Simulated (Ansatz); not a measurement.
Here is the system:

CsPbCl3:
```xyz
5
Lattice="5.6155 0.0000 0.0000 0.0000 5.6155 0.0000 0.0000 0.0000 5.6155" Properties=species:S:1:pos:R:3 pbc="T T T"
Cs     2.8078     2.8078     2.8078
Pb     0.0000     0.0000     0.0000
Cl     0.0000     0.0000     2.8078
Cl     2.8078     0.0000     0.0000
Cl     0.0000     2.8078     0.0000
```

This is the PBEsol-relaxed structure.

Q: All from DFT-PBEsol in the program Ansatz with PAW potentials, unless another level is named. Estimate the hole effective mass with spin–orbit coupling.

A: 0.12 mₑ (isotropic).

Q: Next, the HSE06 gap on the PBEsol cell?

A: 2.60 eV.

Q: What about the weight of the conduction-edge state by species (Voronoi cells)?

A: Pb 57 %, Cl 40 %, Cs 3 %.

Q: And the weight of the valence-edge state by species (Voronoi cells)?

A: Cl 69 %, Pb 31 %.

Space group Pm-3m (cubic perovskite). This is a known high-temperature phase of the composition, computed here at zero pressure and temperature. The PBEsol relaxation kept the symmetry of its start; of distortions, only those at the zone centre were tested, and some modes there are weakly imaginary. Spin–orbit coupling is left out wherever it is not named.

Potentials: the later of the program's two PAW sets.
